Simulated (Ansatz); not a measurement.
Given:

Ru:
```cif
data_Ru2
_chemical_formula_sum 'Ru2'
_space_group_name_H-M_alt 'Im-3m'
_space_group_IT_number 229
_space_group_name_Hall '-I 4 2 3'
_cell_length_a 3.03138
_cell_length_b 3.03138
_cell_length_c 3.03138
_cell_angle_alpha 90.000
_cell_angle_beta 90.000
_cell_angle_gamma 90.000
loop_
_atom_site_label
_atom_site_type_symbol
_atom_site_symmetry_multiplicity
_atom_site_Wyckoff_symbol
_atom_site_fract_x
_atom_site_fract_y
_atom_site_fract_z
_atom_site_occupancy
Ru1 Ru 2 a 0.00000 0.00000 0.00000 1
```
(The calculation used a cell of 1 atom; values per cell refer to that cell.)

This is the r²SCAN-relaxed structure.

Q: All from the program Ansatz at the r²SCAN level (PAW), unless another level is named. Estimate the density of states at the Fermi level.

A: 1.9 states/eV per atom (mean over ±0.08 eV).

Q: What about the gap with spin–orbit coupling?

A: none (metallic).

The start of the workflow was typed in or built on a structure type; neither database checked (COD, Materials Project) lists it. It is not the phase usual at ambient conditions (space group No. 194). Symmetry was held in the r²SCAN relaxation. At this level the phase is mechanically unstable. No spin polarisation was allowed. Scalar-relativistic: spin–orbit coupling is off unless named, which matters more the heavier the elements.

Potentials: the later of the program's two PAW sets.
